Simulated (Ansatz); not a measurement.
## YTl: a sublattice moved along a line

All numbers below come from DFT PBEsol, scalar-relativistic, plane waves, PAW (Ansatz). Cutoff 420 eV, Γ-centred 12×12×12 k-points, Gaussian smearing of 0.15 eV. Spin–orbit coupling is left out, which can shift energies with elements as heavy as these. No spin polarisation. Energies are free energies at this smearing, counted from the undisturbed cell; pressure is positive in compression.

Reference structure (as given, not relaxed at this level; it stands at -0.7 GPa, and it needn't be the usual structure):

```
Y Tl
1.0
     3.75100    0.00000    0.00000
     0.00000    3.75100    0.00000
     0.00000    0.00000    3.75100
Y Tl
1 1
Direct
  0.50000 0.50000 0.50000
  0.00000 0.00000 0.00000
```

Every Tl atom is moved by x along the Cartesian unit vector (-1.000, 0.000, 0.000); the cell and all other atoms stay fixed. The cell is metallic on the mesh throughout.

```tsv
x (Å)	ΔE (meV/cell)	force along x on the moved atoms (eV/Å)	pressure (GPa)
-0.1000	11.4	0.23	-0.6
-0.0500	2.8	0.11	-0.7
0.0000	0.0	0.00	-0.7
0.0125	0.2	-0.03	-0.7
0.0250	?	-0.06	?
0.0375	1.6	-0.09	-0.7
0.0625	4.4	-0.14	-0.7
0.0750	6.4	-0.17	-0.6
0.0875	8.7	?	?
```

By symmetry 0.1000 repeats -0.1000, -0.0750 repeats 0.0750, 0.0500 repeats -0.0500, -0.0250 repeats 0.0250 in energy, with the opposite slope along the path.

(1) Give the withheld values.

Answers

(1) ΔE (meV/cell) at x (Å) = 0.0250: 0.7; pressure (GPa) at x (Å) = 0.0250: -0.7; force along x on the moved atoms (eV/Å) at x (Å) = 0.0875: -0.20; pressure (GPa) at x (Å) = 0.0875: -0.6.